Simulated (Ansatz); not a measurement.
Rh:
```cif
data_Rh
_chemical_formula_sum 'Rh1'
_space_group_name_H-M_alt 'P 1'
_space_group_IT_number 1
_cell_length_a 2.68238
_cell_length_b 2.68238
_cell_length_c 2.68238
_cell_angle_alpha 60.000
_cell_angle_beta 60.000
_cell_angle_gamma 60.000
loop_
_space_group_symop_operation_xyz
  'x, y, z'
loop_
_atom_site_label
_atom_site_type_symbol
_atom_site_fract_x
_atom_site_fract_y
_atom_site_fract_z
_atom_site_occupancy
Rh1 Rh 0.00000 0.00000 0.00000 1
```

Relaxed with PBE+D3(BJ).

**Question.** Which orbitals make up the states near the Fermi level in plane-wave PAW PBE+D3(BJ) (Ansatz code)?

**Answer.** Within 0.5 eV of the Fermi level: Rh 4d 96 %. Projections are on Löwdin-orthogonalised atomic valence shells; empty p or d shells of many metals are not among them.

**Question.** Tabulate the density of states.

**Answer.** States/eV per cell of 1 atom, in 0.25 eV bins, energy from the Fermi level.

| E (eV) | total | Rh 4d | Rh 5s | Rh 4p |
|---|---|---|---|---|
| -7.85 | 0.02 | 0.00 | 0.02 | 0.00 |
| -7.60 | 0.04 | 0.00 | 0.04 | 0.00 |
| -7.35 | 0.06 | 0.00 | 0.05 | 0.00 |
| -7.10 | 0.07 | 0.00 | 0.06 | 0.00 |
| -6.85 | 0.09 | 0.00 | 0.08 | 0.00 |
| -6.60 | 0.11 | 0.01 | 0.09 | 0.00 |
| -6.35 | 0.20 | 0.07 | 0.12 | 0.00 |
| -6.10 | 0.61 | 0.41 | 0.19 | 0.01 |
| -5.85 | 1.20 | 0.91 | 0.26 | 0.01 |
| -5.60 | 1.64 | 1.31 | 0.30 | 0.01 |
| -5.35 | 2.10 | 1.77 | 0.30 | 0.01 |
| -5.10 | 1.72 | 1.54 | 0.15 | 0.01 |
| -4.85 | 1.42 | 1.31 | 0.09 | 0.01 |
| -4.60 | 1.10 | 1.02 | 0.06 | 0.01 |
| -4.35 | 1.29 | 1.23 | 0.04 | 0.01 |
| -4.10 | 1.32 | 1.25 | 0.05 | 0.01 |
| -3.85 | 1.22 | 1.15 | 0.05 | 0.01 |
| -3.60 | 1.34 | 1.26 | 0.07 | 0.01 |
| -3.35 | 1.41 | 1.31 | 0.08 | 0.01 |
| -3.10 | 1.69 | 1.56 | 0.10 | 0.01 |
| -2.85 | 2.31 | 2.17 | 0.11 | 0.01 |
| -2.60 | 2.12 | 1.98 | 0.09 | 0.01 |
| -2.35 | 1.24 | 1.13 | 0.08 | 0.01 |
| -2.10 | 1.37 | 1.25 | 0.07 | 0.01 |
| -1.85 | 1.17 | 1.08 | 0.06 | 0.00 |
| -1.60 | 1.40 | 1.31 | 0.06 | 0.00 |
| -1.35 | 1.54 | 1.46 | 0.05 | 0.00 |
| -1.10 | 1.47 | 1.39 | 0.05 | 0.00 |
| -0.85 | 1.29 | 1.22 | 0.05 | 0.00 |
| -0.60 | 1.19 | 1.12 | 0.04 | 0.00 |
| -0.35 | 1.16 | 1.10 | 0.04 | 0.00 |
| -0.10 | 1.23 | 1.17 | 0.04 | 0.00 |
| 0.15 | 1.43 | 1.37 | 0.04 | 0.00 |
| 0.40 | 2.08 | 2.01 | 0.05 | 0.00 |
| 0.65 | 1.62 | 1.56 | 0.05 | 0.00 |
| 0.90 | 0.78 | 0.71 | 0.06 | 0.00 |
| 1.15 | 0.22 | 0.14 | 0.07 | 0.00 |
| 1.40 | 0.23 | 0.13 | 0.08 | 0.00 |
| 1.65 | 0.23 | 0.12 | 0.08 | 0.00 |
| 1.90 | 0.23 | 0.11 | 0.09 | 0.00 |
| 2.15 | 0.23 | 0.10 | 0.10 | 0.00 |
| 2.40 | 0.23 | 0.09 | 0.10 | 0.00 |
| 2.65 | 0.24 | 0.08 | 0.10 | 0.00 |
| 2.90 | 0.24 | 0.08 | 0.11 | 0.00 |
| 3.15 | 0.24 | 0.07 | 0.11 | 0.00 |
| 3.40 | 0.24 | 0.06 | 0.11 | 0.00 |
| 3.65 | 0.24 | 0.06 | 0.10 | 0.00 |
| 3.90 | 0.24 | 0.05 | 0.10 | 0.00 |
| 4.15 | 0.24 | 0.05 | 0.10 | 0.00 |
| 4.40 | 0.24 | 0.04 | 0.09 | 0.00 |
| 4.65 | 0.23 | 0.04 | 0.09 | 0.00 |

Space group Fm-3m (fcc (Cu type)). Symmetry was held in the PBE+D3(BJ) relaxation. No spin polarisation was allowed. The pairwise dispersion correction was not fitted to metals. Spin–orbit coupling is left out wherever it is not named.

Potentials: the earlier of the program's two PAW sets.
